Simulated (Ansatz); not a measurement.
Given:

InAs (CsCl type, Pm-3m), a = b = c = 3.5738 Å, α = β = γ = 90.00°.

This is the PBE-relaxed structure.

**Question.** All from PBE (plane waves, PAW; program Ansatz), unless another level is named. Predict the electronic character.

**Answer.** metallic (no gap).

**Question.** Give the formation energy from the elements (no fitted shifts).

**Answer.** 0.18 eV/atom.

**Question.** Predict the density of states at the Fermi level.

**Answer.** 0.59 states/eV per atom (mean over ±0.08 eV).

A made-up cell: these elements were put on the sites of a structure type; neither database checked (COD, Materials Project) lists it. It is not the phase usual at ambient conditions (space group No. 216). Symmetry was held in the PBE relaxation; whether a distortion lowers the energy is not shown. The references are the lowest solids computed at this level, not always the standard phases. Scalar-relativistic: spin–orbit coupling is off unless named, which matters more the heavier the elements.

Potentials: the later of the program's two PAW sets.
